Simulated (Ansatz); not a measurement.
A relaxed structure of MgF2. Space group Pnma (No. 62). Level of theory: PBEsol (plane waves to 420 eV, PAW, scalar-relativistic; Ansatz, a program for electronic structure).

```cif
data_F8Mg4
_chemical_formula_sum 'F8 Mg4'
_space_group_name_H-M_alt 'Pnma'
_space_group_IT_number 62
_space_group_name_Hall '-P 2ac 2n'
_cell_length_a 7.65997
_cell_length_b 3.23534
_cell_length_c 5.17820
_cell_angle_alpha 90.000
_cell_angle_beta 90.000
_cell_angle_gamma 90.000
loop_
_atom_site_label
_atom_site_type_symbol
_atom_site_symmetry_multiplicity
_atom_site_Wyckoff_symbol
_atom_site_fract_x
_atom_site_fract_y
_atom_site_fract_z
_atom_site_occupancy
F1 F 4 c 0.10487 0.25000 0.38553 1
F2 F 4 c 0.14801 0.25000 0.87108 1
Mg1 Mg 4 c 0.33925 0.25000 0.14153 1
```

**Question.** Predict the band gap from PBEsol.

**Answer.** 6.72 eV, direct at Γ (no spin-orbit coupling).

No spin polarisation in the result.

The run could not lose the symmetry of its start.

The first start was generated by placing the elements on the sites of a structure type. Materials Project lists a structure of MgF2 in the same space group, Pnma (No. 62); the sites were not compared with it, nor with measured phases. Known forms of MgF2 include space group No. 136.
